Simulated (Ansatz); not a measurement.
**Guessed and relaxed cells of TiIn5**

The cell of TiIn5 is invented: random cell by space group and Wyckoff sites (I4/mmm, No. 139). The dimensions are guesses.

start:

Space group I4/mmm (No. 139). a = 6.797 Å, b = 6.797 Å, c = 6.788 Å, α = 90.00°, β = 90.00°, γ = 90.00°
```json
{"atom": "Ti", "site": "2a", "symmetry": "4/mmm", "x": "0.0000", "y": "0.0000", "z": "0.0000"}
{"atom": "In", "site": "8h", "symmetry": "m.2m", "x": "0.2793", "y": "0.2793", "z": "0.5000"}
{"atom": "In", "site": "2b", "symmetry": "4/mmm", "x": "0.0000", "y": "0.0000", "z": "0.5000"}
```

Method: DFT PBE, scalar-relativistic, plane waves, PAW in Ansatz. Cutoff 420 eV, Gaussian smearing, Γ-centred meshes. Cell and atoms relax first on a coarse mesh and then on a finer one. In between, the cell is made exact in the group found at 0.06 Å. In metals the finer mesh still leaves noise of several meV/atom or more. The steps can't lower the symmetry of their start. No spin polarisation in the relaxation; trial moments died out in a coarse test.

end:

Space group I4/mmm (No. 139). a = 7.961 Å, b = 7.961 Å, c = 6.092 Å, α = 90.00°, β = 90.00°, γ = 90.00°
| atom | site | symmetry | x | y | z |
| --- | --- | --- | --- | --- | --- |
| Ti | 2a | 4/mmm | 0.0000 | 0.0000 | 0.0000 |
| In | 8h | m.2m | 0.7553 | 0.7553 | 0.0000 |
| In | 2b | 4/mmm | 0.0000 | 0.0000 | 0.5000 |

The symmetry stays I4/mmm (No. 139). The volume per atom grows by 23.1 %, from 26.1 to 32.2 Å³. The shortest distance goes from 2.12 Å (Ti–In) to 2.76 Å (Ti–In). The ratio c/a of the conventional cell changes by a factor of 0.77. The energy falls by about 1.5 eV/atom (the start's value is from the coarse mesh).

```
Volume per atom                          : 32.17 Å³
Density                                  : 5.35 g/cm³
Formation energy                         : +0.34 eV/atom
Gap on the 8×8×8 mesh of the 6-atom cell : 0 eV (a metal)
```

Energies over the elements count from the elements' standard structures at the same level, with no fitted energy shifts. The separate elements lie lower, so it is unstable against them.

The last run used Gaussian smearing of 0.10 eV. A structure relaxed within its symmetry needn't be a true minimum. In all, the 3 runs took 89 s on 1 thread of Intel(R) Xeon(R) 6975P-C (Granite Rapids), on a shared host. Another cell of TiIn5 relaxed alike but with spin, in P-62m, lies 205 meV/atom lower, so this cell isn't the stable form at this level.
